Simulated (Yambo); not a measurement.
RbHgF3 (cubic perovskite, space group Pm-3m, No. 221), G0W0@LDA in Yambo; all else as in the reference (4×4×4 Γ-centred k mesh, bands 5 to 143 and a 7 Ry block in the screening, 143 bands in G with the Bruneval-Gonze terminator, plasmon pole fitted at 27.2 eV). One parameter is varied: the cutoff of the wavefunctions in Yambo, over 10, 20, 30, 50, 84 Ry.

**Question.** From which value on does the gap R → Γ stay within 0.05 eV of the largest setting?

**Answer.** From 50 Ry on.
| cutoff of the wavefunctions in Yambo (Ry) | G0W0 gap (eV) | valence shift (eV) |
|---|---|---|
| 10 | 1.27 | 0.28 |
| 20 | 2.12 | -0.74 |
| 30 | 2.39 | -0.99 |
| 50 | 2.45 | -1.05 |
| 84 | 2.46 | -1.06 |
The last step of the sweep still moves the gap by 4 meV; the other settings are held fixed.

Spin-orbit coupling is not included.

Geometry of the Materials Project entry, not relaxed at this level; primitive cell a = b = c = 4.5492 Å, α = β = γ = 90.00°.

A shift is the quasiparticle energy of the state minus its LDA energy.
